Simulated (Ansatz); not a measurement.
PtSe2:
```xyz
3
Lattice="3.7516 0.0000 0.0000 -1.8758 3.2490 0.0000 0.0000 0.0000 6.4831" Properties=species:S:1:pos:R:3 pbc="T T T"
Pt     0.0000     0.0000     0.0000
Se     0.0000     2.1660     1.3066
Se     1.8758     1.0830     5.1764
```

Relaxed with PBE. Special points in fractions of this cell's reciprocal vectors: Γ (0.000, 0.000, 0.000); M (0.500, 0.000, 0.000); K (0.333, 0.333, 0.000); A (0.000, 0.000, 0.500); L (0.500, 0.000, 0.500); H (0.333, 0.333, 0.500).

### Question
List the band energies nearest the valence-band maximum at these points for PBE in the plane-wave PAW code Ansatz.

### Answer
In eV from the valence-band maximum; about four levels below and three above (degenerate sets whole), none deeper than 8.9 eV; points with the same levels are listed once.

```tsv
k	below	above
Γ	-1.64 -0.31 -0.31 -0.24	2.60 2.60 4.15
M	-2.52 -2.18 -2.14 -1.90	1.91 2.48 4.65
K	-2.77 -2.38 -1.19 -1.19	1.26 1.26 5.32
A	-1.39 -1.33 -0.34 -0.34	2.67 2.67 5.24
L	-2.57 -2.56 -2.25 -2.08 -1.41	2.13 2.32 4.36
H	-2.76 -2.55 -1.33 -1.33	1.75 1.75 6.28
```

Space group P-3m1 (CdI2 type). Symmetry was held in the PBE relaxation. The run is not spin-polarised. The volume lies over 15 % above that of the usual cell of this phase: another minimum, or an error of the functional. A crystal of weakly bound layers computed without a dispersion correction: the cell and the soft elastic constants depend strongly on that. Scalar-relativistic: spin–orbit coupling is off unless named, which matters more the heavier the elements.

Potentials: the later of the program's two PAW sets.
